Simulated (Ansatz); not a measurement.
BeSe (zinc blende, space group No. 216) under volume change, LDA in the plane-wave PAW code Ansatz, scaled uniformly.

| V (Å³/atom) | E − E(relaxed) (meV/atom) | P (GPa) |
|---|---|---|
| 14.924 | (withheld) | (withheld) |
| 15.416 | 17.1 | 5.85 |
| 15.908 | (withheld) | (withheld) |
| 16.400 | 0.0 | 0.00 |
| 16.892 | 3.7 | -2.35 |
| 17.384 | 14.1 | -4.37 |
| 17.876 | 30.3 | -6.12 |

Fill in the missing entries.


- 15.908, E − E(relaxed) (meV/atom): 4.0
- 15.908, P (GPa): 2.71
- 14.924, E − E(relaxed) (meV/atom): 40.5
- 14.924, P (GPa): 9.50

What does a third-order Birch–Murnaghan fit give for V₀, B₀ and B′?

V₀ = 16.40 Å³/atom, B₀ = 83.9 GPa, B′ = 3.9.

Space group F-43m (zinc blende). The cell was relaxed with LDA under the symmetry of its start.

Potentials: the earlier of the program's two PAW sets. The files were generated under PBE; for other functionals the program regenerates the frozen cores, and for LDA and PBEsol the local potential too.
